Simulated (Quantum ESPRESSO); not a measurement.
# Strain and stress in Al3MgN3O

The results below are calculated, not measured. They come from pw.x of Quantum ESPRESSO 7.5, a plane-wave density functional program, with PseudoDojo standard norm-conserving files (v0.5 for PBE, v0.4.1 for LDA and PBEsol). The cells are made up: elements, strain and atom displacements were drawn at random, and nothing was relaxed. There is no spin polarisation, spin-orbit coupling or dispersion term.

The cell has 8 sites of a rocksalt lattice. Sites 1 to 4 hold Al Al Mg Al; sites 5 to 8 hold N N N O. Cell vectors in Å: (4.183, 0.036, -0.032); (0.036, 4.130, 0.054); (-0.032, 0.054, 4.104). Settings: PBE, cutoff 1143 eV, 4 x 4 x 5 k mesh shifted by half a step, Fermi-Dirac smearing of 0.025 eV.

Each run adds a strain along z to one cell, with the atoms carried along; the vectors above are those of run 5. Stress is positive in tension and P is minus a third of its trace. E is the free energy for each atom above the lowest run shown. The last column is band 21 less band 20 at Gamma, from a band step after each run.

| run | strain (%) | s_xx (GPa) | s_yy (GPa) | s_zz (GPa) | s_xy (GPa) | P (GPa) | E (meV/atom) | level step at Gamma (eV) |
| --- | --- | --- | --- | --- | --- | --- | --- | --- |
| 1 | -2.38 | -1.63 | -5.15 | -14.07 | 4.02 | 6.95 | 11.24 | 2.244 |
| 2 | -1.25 | -0.08 | -3.47 | -8.35 | 4.06 | 3.97 | 4.29 | 2.140 |
| 4 | -0.64 | 0.73 | -2.59 | -5.55 | 4.08 | 2.47 | 1.96 | 2.083 |
| 5 | 0.44 | 2.12 | -1.08 | -1.04 | 4.10 | 0.00 | 0.00 | 1.982 |
| 6 | 1.12 | 2.96 | -0.17 | 1.52 | 4.12 | -1.44 | 0.10 | 1.918 |
| 7 | 1.32 | 3.20 | 0.09 | 2.23 | 4.12 | -1.84 | 0.29 | 1.900 |
| 3 | -0.84 | ? | ? | ? | ? | ? | ? | ? |

A rerun of one of these cells at 1437 eV and k mesh 6 x 6 x 7 moved values by no more than 0.003 eV in the cell's energy, 0.02 GPa in stress and 0.004 eV/Å in force.

## Worked fit

A parabola through the six runs shown gives s_zz = -2.80 + 4.14 e - 0.251 e² GPa, with e in per cent and a scatter of 0.02 GPa. The slope is a stiffness of 414 ± 2 GPa for each unit of this strain at e = 0. The atoms are clamped, and relaxing them would in general lower it. The error is the larger of the fit's own and the change that a cubic makes, rounded up.

## Withheld run

Question: what s_zz should run 3 give?

The fit gives -6.45 GPa. The calculation gave -6.44 GPa.

```
run,strain (%),s_xx (GPa),s_yy (GPa),s_zz (GPa),s_xy (GPa),P (GPa),E (meV/atom),level step at Gamma (eV)
3,-0.84,0.47,-2.87,-6.44,4.07,2.95,2.60,2.102
```